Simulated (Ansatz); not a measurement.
K3GaF6:
```yaml
crystal:
  lattice:
    - [0.00000, 4.38538, 4.38538]
    - [4.38538, 0.00000, 4.38538]
    - [4.38538, 4.38538, 0.00000]
  atoms:
    - { symbol: K, position: [0.25000, 0.25000, 0.25000] }
    - { symbol: K, position: [0.75000, 0.75000, 0.75000] }
    - { symbol: K, position: [0.50000, 0.50000, 0.50000] }
    - { symbol: Ga, position: [0.00000, 0.00000, 0.00000] }
    - { symbol: F, position: [0.78400, 0.21600, 0.21600] }
    - { symbol: F, position: [0.21600, 0.78400, 0.78400] }
    - { symbol: F, position: [0.21600, 0.78400, 0.21600] }
    - { symbol: F, position: [0.78400, 0.21600, 0.78400] }
    - { symbol: F, position: [0.21600, 0.21600, 0.78400] }
    - { symbol: F, position: [0.78400, 0.78400, 0.21600] }
```

Relaxed with HSE06.

Task: Give the Bader charges and basin volumes of the independent atoms, the program Ansatz at the HSE06 level (PAW).

Result: 

```json
[
 {"atom": "K1", "Bader charge (e)": "+0.93", "Bader volume (Å³)": "22.2"},
 {"atom": "K3", "Bader charge (e)": "+0.89", "Bader volume (Å³)": "17.4"},
 {"atom": "Ga4", "Bader charge (e)": "+2.20", "Bader volume (Å³)": "6.3"},
 {"atom": "F5", "Bader charge (e)": "-0.82", "Bader volume (Å³)": "16.8"}
]
```

Space group Fm-3m. The workflow started from a Materials Project entry (that database holds measured and hypothetical structures alike); the Crystallography Open Database files this formula in space group No. 225, but the cells were not matched. Whether it is the stable phase at ambient conditions was not checked. Symmetry was held in the HSE06 relaxation; its stability against distortions is not shown here.

Potentials: the later of the program's two PAW sets.
